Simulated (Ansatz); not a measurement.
HfS₂:
```cif
data_HfS2
_chemical_formula_sum 'Hf1 S2'
_space_group_name_H-M_alt 'P-3m1'
_space_group_IT_number 164
_space_group_name_Hall '-P 3 2"'
_cell_length_a 3.60602
_cell_length_b 3.60602
_cell_length_c 5.76772
_cell_angle_alpha 90.000
_cell_angle_beta 90.000
_cell_angle_gamma 120.000
loop_
_atom_site_label
_atom_site_type_symbol
_atom_site_symmetry_multiplicity
_atom_site_Wyckoff_symbol
_atom_site_fract_x
_atom_site_fract_y
_atom_site_fract_z
_atom_site_occupancy
Hf1 Hf 1 a 0.00000 0.00000 0.00000 1
S1 S 2 d 0.33333 0.66667 0.25246 1
```

Relaxed with PBE+D3(BJ). The program Ansatz at the PBE+D3(BJ) level (PAW) gives a gap of 0.85 eV.

Q: What gap does HSE06 give on the same cell (Ansatz, PAW)?

A: 1.65 eV, 0.80 eV more. The hybrid was solved on a coarser mesh and at special points; its gap is the smallest among all of these.

```json
[
 {"k": "Γ", "v1 PBE+D3(BJ)": "0.00", "c1 PBE+D3(BJ)": "1.85", "v1 HSE06": "___", "c1 HSE06": "___"},
 {"k": "A", "v1 PBE+D3(BJ)": "-0.36", "c1 PBE+D3(BJ)": "1.79", "v1 HSE06": "___", "c1 HSE06": "___"},
 {"k": "K", "v1 PBE+D3(BJ)": "-1.78", "c1 PBE+D3(BJ)": "2.48", "v1 HSE06": "-2.02", "c1 HSE06": "3.45"},
 {"k": "H", "v1 PBE+D3(BJ)": "-1.96", "c1 PBE+D3(BJ)": "2.70", "v1 HSE06": "___", "c1 HSE06": "___"},
 {"k": "M", "v1 PBE+D3(BJ)": "-1.49", "c1 PBE+D3(BJ)": "1.00", "v1 HSE06": "___", "c1 HSE06": "___"},
 {"k": "L", "v1 PBE+D3(BJ)": "-0.96", "c1 PBE+D3(BJ)": "0.85", "v1 HSE06": "-1.09", "c1 HSE06": "1.65"}
]
```

Q: Top valence (v1) and lowest conduction level (c1) in eV from each method's valence maximum (which need not be a listed point): supply the withheld HSE06 values.

A: 
- M, v1 HSE06: -1.68
- M, c1 HSE06: 1.79
- Γ, v1 HSE06: 0.00
- Γ, c1 HSE06: 2.78
- H, v1 HSE06: -2.17
- H, c1 HSE06: 3.73
- A, v1 HSE06: -0.39
- A, c1 HSE06: 2.72

Cost on shared cores: the PBE+D3(BJ) run (SCF on a 9×9×5 mesh, then bands and DOS) roughly 40 core-seconds, the HSE06 run (SCF on 7×7×4, then a few points) around 5 core-minutes (rough); the tasks are unlike.

Symmetry was held in the PBE+D3(BJ) relaxation; phonons on a q-mesh show no instability. No spin polarisation was allowed. Scalar-relativistic: spin–orbit coupling is off unless named, which matters more the heavier the elements.

Potentials: the later of the program's two PAW sets.
